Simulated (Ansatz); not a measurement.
## HgPt under pressure

Level of theory: DFT PBEsol, scalar-relativistic, plane waves, PAW in Ansatz 0.2.0. Settings: 420 eV cutoff, 14×14×12 k-mesh, Gaussian smearing of 0.10 eV, no spin polarisation.

Reference structure (relaxed):

```
CELL_PARAMETERS angstrom
2.97710 0.00000 0.00000
0.00000 2.97710 0.00000
0.00000 0.00000 3.87180
ATOMIC_POSITIONS crystal
Hg 0.00000 0.00000 0.00000
Pt 0.50000 0.50000 0.50000
```

Cell and atoms are relaxed at each pressure within the symmetry of the start, at zero temperature, so transitions that lower the symmetry aren't seen. The k-mesh given is that at zero pressure and may differ at others. a, b and c are the lengths of the cell vectors above.

Spin–orbit coupling is left out, which can shift energies with elements as heavy as these.

| P (GPa) | V (Å³/atom) | V/V0 | a (Å) | b (Å) | c (Å) |
| --- | --- | --- | --- | --- | --- |
| -3 | 17.47 | 1.018 | 2.995 | 2.995 | 3.895 |
| 0 | 17.16 | 1.000 | 2.977 | 2.977 | 3.872 |
| 3 | 16.88 | 0.984 | 2.961 | 2.961 | 3.852 |
| 8 | 16.48 | 0.961 | 2.936 | 2.936 | 3.823 |
| 15 | 16.01 | 0.933 | 2.907 | 2.907 | 3.789 |
| 30 | 15.21 | 0.887 | 2.855 | 2.855 | 3.731 |
| 60 | 14.10 | 0.822 | 2.783 | 2.783 | 3.643 |

Problem. What bulk modulus and pressure derivative fit these points?

Solution. A third-order Birch–Murnaghan fit gives B0 = 179 GPa and B0' = 5.5.

Problem. Which cell vector or vectors give way most up to 60 GPa?

Solution. a and b: the changes are a -6.5 %, b -6.5 %, c -5.9 %.